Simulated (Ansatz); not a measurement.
GaSb (rock salt, Fm-3m) at seven volumes, the program Ansatz at the PBEsol level (PAW), scaled uniformly. One row is withheld.

```tsv
V (Å³/atom)	P (GPa)
21.017	?
21.710	4.67
22.403	2.13
23.096	0.00
23.789	-1.75
24.482	-3.25
25.175	-4.51
```

Task: Fit the shown pressures and predict the withheld one.

Result: P = (3/2)B₀(x^(7/2) − x^(5/2))[1 + (3/4)(B′ − 4)(x − 1)] with x = (V₀/V)^(2/3). Least squares on the six rows gives V₀ = 23.101 Å³/atom, B₀ = 64.6 GPa, B′ = 4.88. At V = 21.017, x = 1.0651 and P = 7.70 GPa. The run itself gave 7.69 GPa.

A made-up cell: these elements were put on the sites of a structure type; neither database checked (COD, Materials Project) lists it. It is not the phase usual at ambient conditions (space group No. 216). The PBEsol relaxation kept the symmetry of its start; of distortions, only those at the zone centre were tested. Scalar-relativistic: spin–orbit coupling is off unless named, which matters more the heavier the elements.

Potentials: the later of the program's two PAW sets.
